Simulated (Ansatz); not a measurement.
Fields on a plane of LiNbO2 (space group P6_3/mmc)

```
LiNbO2
1.0
    2.90325     0.00000     0.00000
   -1.45163     2.51429     0.00000
    0.00000     0.00000    10.43545
Li Nb O
2 2 4
Cartesian
  0.00000   0.00000   0.00000
  0.00000   0.00000   5.21773
  0.00000   1.67619   7.82659
  1.45163   0.83810   2.60886
  0.00000   1.67619   1.28544
  1.45163   0.83810   9.15001
  1.45163   0.83810   6.50317
  0.00000   1.67619   3.93228
```

The slice is a (-1 1 0 2) plane (indices of the conventional cell) through the point (0.333, 0.667, 0.377) (fractional), spanned by u = [110] and v = [1 -1 1] in vectors of this cell: u (2.90 Å) and v (11.58 Å, at 90° to u). It covers one period; positions are fractions (u, v).

Atoms on it: Li at (0.00, 0.63), 0.2 Å off the plane; Li at (0.50, 0.13), 0.2 Å off the plane; Nb at (0.50, 0.87), 0.2 Å off the plane; O at (0.00, 0.00). Other atoms lie within 1 Å of the plane.

The numbers are results of r2SCAN (plane waves to 500 eV, PAW, scalar-relativistic; Ansatz, a program for electronic structure), not measurements. k mesh 13×13×4. Inside the PAW spheres the values are not all-electron values, and peaks at nuclei hang on which shells count as valence. LiNbO2 is run without spin polarisation and with no Hubbard U. LiNbO2 was relaxed with its symmetry unable to fall.

```
v \ u  0.00  0.12  0.25  0.38  0.50  0.62  0.75  0.88
-----  ----  ----  ----  ----  ----  ----  ----  ----
0.88    5.3  <3.0     x     x     x     x     x  <3.0
0.75   10.1   9.7   8.6   7.4   6.8   7.4   8.6   9.7
0.62      x     x     x   9.5  10.9   9.5     x     x
0.50      x   8.8   8.7   7.0   6.1   7.0   8.7   8.8
0.38    6.8   3.6  <3.0     x     x     x  <3.0   3.6
0.25      x     x     x  10.0   9.8  10.0     x     x
0.12   10.8   9.5     x     x     x     x     x   9.5
0.00      x     x     x   9.2   8.9   9.2     x     x
```

Values: electrostatic potential energy of an electron, from the cell's mean, in eV. Points within 0.9 Å of a nucleus are blanked (x), as the pseudised field means little there. Values under 3 eV are set to 3. The zero, the cell's mean, hangs on the PAW cores.

```
|%@*. .*@|
|=::#%#::|
|..#%x%#.|
|:.+%%%+.|
|:. -*- .|
|.  ...  |
|   -=-  |
|%. :-: .|
|x@     @|
|.       |
|-:     :|
|%#-...-#|
|%#:-*-:#|
|=::#%#::|
|  -%%%- |
|+=.:-:.=|
|%%*. .*%|
|%@%: :%@|
|@%+   +%|
|-: .%. :|
|   @x@  |
|##. . .#|
|@@%: :%@|
|xx%- -%x|
```
Scale: ten equal steps from 0.01 (start of ' ') to 0.89 (end of '@'), in the order ' .:-=+*#%@'. Values: electron localisation function (ELF). The map has 8 points along u (one character each, u = 0 at the left) and 24 along v (v = 0 in the bottom row). Points within 0.4 Å of a nucleus are blanked (x), as the pseudised field means little there.
